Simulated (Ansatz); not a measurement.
One crystal and one scan (frozen-phonon scan) at two levels, PBE (plane waves to 420 eV, PAW, scalar-relativistic; Ansatz, a quantum-chemistry and plane-wave program) and r2SCAN (plane waves to 500 eV, PAW, scalar-relativistic; Ansatz), each from its own relaxed cell and on its own mesh. The cell shown is that of PBE.

Rh (fcc, Cu type)

```
CELL_PARAMETERS angstrom
      0.00000     3.83026     3.83026
      1.91513     0.00000     1.91513
      1.91513     1.91513     0.00000
ATOMIC_POSITIONS crystal
  Rh 0.00000 0.00000 0.00000
  Rh 0.50000 0.00000 0.00000
```

A phonon eigenvector at L = (0.5, 0.0, 0.0) is frozen into this cell: atom i moves by Q times the vector below, so Q is the largest atomic displacement, in Å. The cell is held. (q is in reciprocal vectors of the primitive cell; the cell shown is doubled to hold the pattern.)

```tsv
atom	x	y	z
Rh1	-0.577	0.577	0.577
Rh2	0.577	-0.577	-0.577
```

Rh is run without spin polarisation. Rh was relaxed with its symmetry unable to fall. The PAW data are Ansatz's earlier set. With partly filled bands, energies and forces of such displacements shift with the k mesh and the smearing. Both scans cover Q from -0.100 to 0.100 Å.

ΔE (meV/cell), each from the undisplaced structure of its own level:

```tsv
Q (Å)	PBE	r2SCAN
-0.100	211	withheld
-0.083	146	156
-0.067	93	100
-0.050	52	56
-0.033	23	25
-0.017	6	6
0.000	0	0
0.017	6	6
0.033	23	25
0.050	52	56
0.067	93	100
0.083	146	156
0.100	211	withheld
```

Estimate the r2SCAN value at 0.100 from the PBE value there and the ratio of the two levels in the two nearest given rows on that side of the minimum.

At 0.083 and 0.067 the ratio r2SCAN/PBE averages 1.072, which gives 1.072 × 211 = 226 meV/cell. The calculation gives 226 meV/cell, +7.1 % against PBE.

(For displaced atoms, the force is minus the slope of the energy, and its curvature is a force constant, which sets phonon frequencies.)
